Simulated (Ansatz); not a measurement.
input.yaml (Ansatz)

```yaml
crystal:
  lattice:
    - [0.0, 2.5461732375, 2.5461732375]
    - [2.5461732375, 0.0, 2.5461732375]
    - [2.5461732375, 2.5461732375, 0.0]
  atoms:
    - { symbol: Ni, position: [0.125, 0.125, 0.125], spin: 0.93 }
    - { symbol: Ni, position: [0.875, 0.875, 0.875], spin: 0.93 }
hamiltonian:
  xc: r2scan
  pseudopotentials:
    kind: paw
    azcp:
      Ni: "pseudopotentials/Ni.paw.azcp"
basis:
  ecutwfc: 500
  fft_grid_basis: typed
kpoints:
  mp_grid: { grid: [12, 12, 12], shift: [0, 0, 0] }
magnetization:
  spin_polarized: true
scf:
  occupations: { method: fermi_dirac, width: 0.05 }
  lower_state_search: "off"
output:
  stress: true
```

Output

```
Engine: ansatz 0.2.0, x86_64-unknown-linux-gnu
Pseudopotentials: kind: paw
Pseudopotential: Ni, paw, valence charge 18, recommended cutoff 500 eV (meta_gga) 
Functional definition: r2SCAN
  parameter k0 = 0.174
  parameter k1 = 0.065
  parameter a1 = 4.9479
  exchange = r2scan_x(k0 = k0, k1 = k1, a1 = a1)
  correlation = r2scan_c
Crystal: 2 atoms, lattice volume = 33.014 Å³
Basis set: ecut = 500 eV, 869 PW (Γ), exchange–correlation on 108×108×108 points (64 copies of the dense FFT grid, shifted against one another)
Bands: 23, of which v1, the nominal top of the filled ones, is band 18 counted from 1 (17 counted from 0)
Symmetry: 48 space group operations
Space group: Fd-3m (ITA 227), of the structure as read, at distance tolerance 3.2e-5 Å
Magnetic group: BNS 227.128 (UNI 1630), of the structure as read, at distance tolerance 3.2e-5 Å
k-points: 72 of 1728
Non-local potential: Ni, projectors of the file, l = 0: 3, l = 1: 2, l = 2: 3, l = 3: 1
PAW form: soft (Blöchl's): semilocal exchange-correlation on the pseudo side does not see the compensation charge
PAW frozen core: Ni, regenerated for the run's functional (the file was generated under x = pbe(κ = 0.804, μ = 0.2195149727645171), c = pbe(β = 0.06672455060314922))
PAW one-centre angular grid: Ni, 590 points (default); XC on 160 Gauss nodes
Initial density: superposition of atomic densities (chi_scale 0.1, normalization cell)
Starting moments: Σ|m| = 1.86 μB on 2 of 2 sites
Initial wavefunctions: pseudopotential atomic-orbital guess
Functional: x = r2scan, c = r2scan; τ floored in thin density (d = 2e-4 eV/Å³)
SCF iter   1: F=-11685.389049 eV  HF=-11688.421182 eV  |F-HF|=3.03e0  |Δ(HF+E_count)|=         —  Δρ=7.45e-2 (↑6.45e-2 ↓7.45e-2)  dr2=4.50e0  dr2_τ=1.97e-2  dr2_m=2.49e-2  M=1.435 μB ∫|m|=1.494 μB  β_m=0.30  ethr=3.10e-3  ⟨swp⟩=5.0  Hψ=13797  notcnv=0
spin=Collinear: Kerker preconditioning applied to the charge; magnetization (m = ρ↑ − ρ↓) channel mixes plain (no charge-response kernel on spin).
SCF iter   2: F=-11687.899284 eV  HF=-11687.973037 eV  |F-HF|=7.38e-2  |Δ(HF+E_count)|=   4.48e-1  Δρ=2.29e-2 (↑2.29e-2 ↓1.54e-2)  dr2=4.74e-1  dr2_τ=7.95e-3  dr2_m=3.10e-2  M=1.593 μB ∫|m|=1.707 μB  β_m=1.00  ethr=3.10e-3  ⟨swp⟩=3.0  Hψ=7619  notcnv=0  defer=15  κ⁻¹=1.0e0(r=1)
SCF iter   3: F=-11687.920043 eV  HF=-11687.987925 eV  |F-HF|=6.79e-2  |Δ(HF+E_count)|=   1.49e-2  Δρ=1.64e-2 (↑1.64e-2 ↓1.14e-2)  dr2=3.18e-1  dr2_τ=6.58e-4  dr2_m=6.58e-3  M=1.568 μB ∫|m|=1.794 μB  β_m=1.00  ethr=1.32e-3  ⟨swp⟩=2.0  Hψ=4923  notcnv=0  defer=15  κ⁻¹=3.0e-3(r=2)
SCF iter   4: F=-11687.930942 eV  HF=-11687.913762 eV  |F-HF|=1.72e-2  |Δ(HF+E_count)|=   7.42e-2  Δρ=2.98e-2 (↑1.20e-2 ↓2.98e-2)  dr2=3.12e-1  dr2_τ=8.32e-4  dr2_m=2.78e-2  M=1.691 μB ∫|m|=1.948 μB  β_m=1.00  ethr=8.83e-4  ⟨swp⟩=3.0  Hψ=6567  notcnv=0  defer=15  κ⁻¹=3.4e-5(r=3)
...
SCF iter  16: F=-11688.035551 eV  HF=-11688.033135 eV  |F-HF|=2.42e-3  |Δ(HF+E_count)|=   1.55e-3  Δρ=1.12e-3 (↑2.16e-4 ↓1.12e-3)  dr2=1.98e-4  dr2_τ=4.26e-7  dr2_m=9.53e-5  M=1.719 μB ∫|m|=2.061 μB  β_m=1.20  ethr=1.42e-7  ⟨swp⟩=2.0  Hψ=5930  notcnv=0  defer=6  κ⁻¹=2.1e-2(r=2)
SCF iter  17: F=-11688.036141 eV  HF=-11688.035848 eV  |F-HF|=2.93e-4  |Δ(HF+E_count)|=   2.71e-3  Δρ=4.15e-4 (↑1.84e-4 ↓4.15e-4)  dr2=2.60e-5  dr2_τ=1.60e-7  dr2_m=1.23e-5  M=1.734 μB ∫|m|=2.086 μB  β_m=1.20  ethr=1.42e-7  ⟨swp⟩=2.5  Hψ=6297  notcnv=0  defer=6  κ⁻¹=3.7e-3(r=3)
SCF iter  18: F=-11688.036223 eV  HF=-11688.036159 eV  |F-HF|=6.33e-5  |Δ(HF+E_count)|=   3.11e-4  Δρ=2.11e-4 (↑1.48e-4 ↓2.11e-4)  dr2=6.92e-6  dr2_τ=8.66e-8  dr2_m=1.82e-6  M=1.738 μB ∫|m|=2.093 μB  β_m=1.20  ethr=7.21e-8  ⟨swp⟩=2.0  Hψ=6005  notcnv=0  defer=6  κ⁻¹=1.7e-3(r=4)
SCF iter  19: F=-11688.036252 eV  HF=-11688.036252 eV  |F-HF|=7.54e-7  |Δ(HF+E_count)|=   9.32e-5  Δρ=8.55e-5 (↑4.30e-5 ↓8.55e-5)  dr2=3.14e-6  dr2_τ=6.88e-9  dr2_m=1.82e-7  M=1.742 μB ∫|m|=2.099 μB  β_m=1.20  ethr=1.92e-8  ⟨swp⟩=2.2  Hψ=6127  notcnv=0  defer=6  κ⁻¹=7.3e-5(r=5)
SCF iter  20: F=-11688.036252 eV  HF=-11688.036251 eV  |F-HF|=9.64e-7  |Δ(HF+E_count)|=   9.10e-7  Δρ=7.26e-5 (↑2.41e-5 ↓7.26e-5)  dr2=1.88e-6  dr2_τ=2.83e-9  dr2_m=2.26e-7  M=1.742 μB ∫|m|=2.100 μB  β_m=1.20  ethr=8.71e-9  ⟨swp⟩=2.4  Hψ=5270  notcnv=0  defer=6  κ⁻¹=7.1e-5(r=6)
SCF iter  21: F=-11688.036253 eV  HF=-11688.036252 eV  |F-HF|=1.12e-6  |Δ(HF+E_count)|=   7.19e-7  Δρ=1.78e-5 (↑1.78e-5 ↓8.32e-6)  dr2=2.27e-8  dr2_τ=2.79e-10  dr2_m=3.80e-8  M=1.742 μB ∫|m|=2.100 μB  β_m=1.20  ethr=2.78e-10  ⟨swp⟩=3.9  Hψ=14872  notcnv=0  κ⁻¹=3.6e-5(r=7)
SCF iter  22: F=-11688.036253 eV  HF=-11688.036250 eV  |F-HF|=2.98e-6  |Δ(HF+E_count)|=   2.28e-6  Δρ=1.48e-5 (↑1.48e-5 ↓1.41e-5)  dr2=1.93e-9  dr2_τ=1.44e-10  dr2_m=6.09e-8  M=1.743 μB ∫|m|=2.100 μB  β_m=1.20  ethr=6.30e-11  ⟨swp⟩=4.7  Hψ=12532  notcnv=0  κ⁻¹=9.4e-6(r=8)
SCF iter  23: F=-11688.036253 eV  HF=-11688.036252 eV  |F-HF|=1.19e-6  |Δ(HF+E_count)|=   2.14e-6  Δρ=1.30e-5 (↑6.42e-6 ↓1.30e-5)  dr2=9.55e-9  dr2_τ=7.10e-11  dr2_m=2.76e-8  M=1.742 μB ∫|m|=2.100 μB  β_m=1.20  ethr=5.37e-12  ⟨swp⟩=4.3  Hψ=12021  notcnv=0  κ⁻¹=2.4e-6(r=8)
SCF iter  24: F=-11688.036253 eV  HF=-11688.036253 eV  |F-HF|=1.08e-7  |Δ(HF+E_count)|=   1.28e-6  Δρ=6.03e-6 (↑1.56e-6 ↓6.03e-6)  dr2=4.81e-9  dr2_τ=1.34e-11  dr2_m=3.81e-9  M=1.742 μB ∫|m|=2.099 μB  ethr=5.37e-12  ⟨swp⟩=4.4  Hψ=12170  notcnv=0
SCF 1 converged in 24 iterations: F = -11688.036253 eV  dr2 = 4.81e-9
this state was not tested for a lower state beside it, because the mixer in use, unlike msr1, does not test its closes by its own steps (another_mixer; see scf.mixing.algorithm and scf.lower_state_search)
SCF converged after 24 iterations
Magnetization: 1.7419 μB (18.8710 up, 17.1290 down)
Absolute magnetization: 2.1009 μB (∫|ρ↑−ρ↓|, with the PAW one-centre terms)
Spin contamination: 0.0544 ħ² per cell (⟨S²⟩ above its minimum at these occupations)
Per-site moments (μB) at R_I (Å): [(0.9452225718379013, 0.909583416270816), (0.9452225718379011, 0.909583416270816)]
Free energy (F): -11688.036253 eV
Harris-Foulkes:  -11688.036253 eV  (|F-HF|=1.08e-7)
Internal energy: -11688.011234 eV  (E = F + TS)
E sigma→0 (E₀):  -11688.023744 eV
Entropy (-TS):   -0.025019 eV (-12.510 meV/atom)
Fermi energy:    10.520023 eV
--- Per-component energies (eV) ---
  E_band       = -893.051417
  E_kinetic    = 562.109892
  E_local      = -8907.833793  (includes V_loc(G=0)·N_el)
  E_nonlocal   = 1287.085002
  E_hartree    = 3753.855197
  E_xc         = -153.550664
  E_vxc        = -228.175133  (∫ρ·V_xc dr)
  E_paw        = -3293.822627  (= ΣΔE_a)
  E_vpaw       = -1131.105191  (= ΣTr[D̂ρ^β])
  E_aug_tail   = 0.000464  (compensation charges beyond the density's cutoff)
  E_vtau       = 17.165641  (kinetic-family band-sum trace: ∫τ·v_τ [+ j·A + Jᵃ·Aᵃ] dr)
  E_ewald      = -4935.254568
  E_core_change = -0.600137  (= ΣΔE_core)
  E_smearing   = -0.025019  (= −TS)
  E_closure    = -0.000000  (closes the sum)
  Σ components = -11688.036253   (vs F -11688.036253, Δ=0.00e0)
--- Stress (GPa, compression-positive) ---
       -3.532971       0.000000       0.000000
        0.000000      -3.532971       0.000000
       -0.000000      -0.000000      -3.532971
  P = ⅓ Tr σ = -3.5330 GPa (-35.330 kbar)
```

Command:

```sh
ansatz run input.yaml --threads 1 --pin off --max-ram 3584MiB --backend cpu --events-out ev --progress --plain --runs-dir out
```

On 1 thread of Intel(R) Xeon(R) Platinum 8259CL CPU @ 2.50GHz (Skylake/Cascade Lake) (shared host) this took about 44 s of wall time and 44 s of CPU time.
